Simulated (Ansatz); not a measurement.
The relaxed structure here is a generated cell of VSi2: the first start was made by placing the elements on the sites of a structure type, and the end was not matched to a known phase here, so it may be hypothetical.

One stationary structure of VSi$_{2}$. Method: PBE (plane waves to 420 eV, PAW, scalar-relativistic; Ansatz, a quantum-chemistry and plane-wave program).

```cif
data_Si2V
_chemical_formula_sum 'V1 Si2'
_space_group_name_H-M_alt 'P 1'
_space_group_IT_number 1
_cell_length_a 4.26393
_cell_length_b 4.26393
_cell_length_c 2.49253
_cell_angle_alpha 90.000
_cell_angle_beta 90.000
_cell_angle_gamma 120.000
loop_
_space_group_symop_operation_xyz
  'x, y, z'
loop_
_atom_site_label
_atom_site_type_symbol
_atom_site_fract_x
_atom_site_fract_y
_atom_site_fract_z
_atom_site_occupancy
V1 V 0.00000 0.00000 0.50000 1
Si1 Si 0.33333 0.66667 0.00000 1
Si2 Si 0.66667 0.33333 0.00000 1
```

Problem. Determine the symmetry and give the standard cell with its independent sites.

Solution. Space group P6/mmm (No. 191); a = b = 4.264 Å, c = 2.493 Å, α = β = 90.00°, γ = 120.00°

```json
[
 {"atom": "V", "site": "1b", "symmetry": "6/mmm", "x": "0.0000", "y": "0.0000", "z": "0.5000"},
 {"atom": "Si", "site": "2c", "symmetry": "-6m2", "x": "0.3333", "y": "0.6667", "z": "0.0000"}
]
```

Problem. Give the shortest distances between elements (the closest pairs, up to four, under 3.6 Å).

Solution. Si–Si 2.46 Å; V–V 2.49 Å; Si–V 2.76 Å.

```json
{
  "volume_per_atom": "13.08 Å³",
  "density": "4.53 g/cm³",
  "band_gap": "no gap (metallic)",
  "magnetic_moment": "zero (the starting moments vanished)"
}
```

No spin polarisation in the result: the starting moments vanished. The relaxed primitive cell holds an odd number of electrons. A magnetic state may lie lower.

The run could not lose the symmetry of its start: the end is stationary, and may be a saddle point rather than a minimum.
